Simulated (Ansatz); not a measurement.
Be (hcp (Mg type), space group No. 194) under volume change, PBEsol in the plane-wave PAW code Ansatz, shape and atoms relaxed at each volume.

| V (Å³/atom) | E − E(relaxed) (meV/atom) | P (GPa) |
|---|---|---|
| 7.130 | (withheld) | (withheld) |
| 7.365 | 11.9 | 8.48 |
| 7.600 | 2.8 | 3.96 |
| 7.836 | 0.0 | -0.01 |
| 8.071 | 2.6 | -3.49 |
| 8.306 | (withheld) | (withheld) |
| 8.541 | 21.7 | -9.25 |

**Question.** Fill in the missing entries.

**Answer.** 
- 7.130, E − E(relaxed) (meV/atom): 28.0
- 7.130, P (GPa): 13.64
- 8.306, E − E(relaxed) (meV/atom): 10.0
- 8.306, P (GPa): -6.55

**Question.** What does a third-order Birch–Murnaghan fit give for V₀, B₀ and B′?

**Answer.** V₀ = 7.83 Å³/atom, B₀ = 124 GPa, B′ = 3.3.

Space group P6_3/mmc (hcp (Mg type)). The cell was relaxed with PBEsol under the symmetry of its start.

Potentials: the later of the program's two PAW sets.
